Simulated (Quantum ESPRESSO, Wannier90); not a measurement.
## Tight-binding from DFT: BaTiO₃ (P4mm)

```xyz
5
Lattice="3.9904 0.0000 0.0000 0.0000 3.9904 0.0000 0.0000 0.0000 4.1027" Properties=species:S:1:pos:R:3 pbc="T T T"
Ba     1.9952     1.9952    -1.7127
Ti     0.0000     0.0000     0.4104
O      0.0000     1.9952     0.2635
O      1.9952     0.0000     0.2635
O      0.0000     0.0000    -1.8504
```

Structure: Materials Project mp-5986, symmetrised, not relaxed again. COD (Crystallography Open Database) has the formula in 5 space groups, this one among them (matched by group alone). Computed values, not measurements, from PBEsol: Quantum ESPRESSO (norm-conserving PseudoDojo potentials, cutoff 68 Ry, no spin polarisation, no spin-orbit coupling) on a Γ-centred 8×8×8 mesh, then Wannier90. Density: 8×8×8 mesh, cold smearing 0.01 Ry. Spin-orbit coupling is left out although heavy elements are present.

A tight-binding model is made by disentanglement and projection with no localisation steps (num_iter = 0), so the 14 orbitals stay atom-like: hydrogen-like Ti: d; O: p, axes along x, y, z; frozen window up to 3.31 eV relative to the valence-band maximum. It follows pw.x to 0.2 meV rms for states up to 2.8 eV relative to the valence-band maximum. Matrix elements depend on this choice of orbitals and windows.

### Question
What are the on-site energies relative to the valence-band maximum, and how fast do the hoppings decay?

### Answer
```
atom     orbitals  energy (eV)
----  -----------  -----------
Ti2           dz2         3.60
Ti2   dxz dyz dxy         2.25
Ti2        dx2-y2         3.73
O3             pz        -1.27
O3             px        -1.22
O3             py        -1.56
O4             pz        -1.27
O4             px        -1.56
O4             py        -1.22
O5             pz        -1.58
O5          px py        -1.42
```

```tsv
distance of the centres (Å)	largest modulus (eV)
1–2	2.6
2–3	1.9
3–4	0.12
4–5	0.097
5–6	0.11
6–7	0.023
7–8	0.0070
8–9	0.0063
9–10	0.0017
10–11	0.0015
11–12	0.0015
12–13	0.00036
```
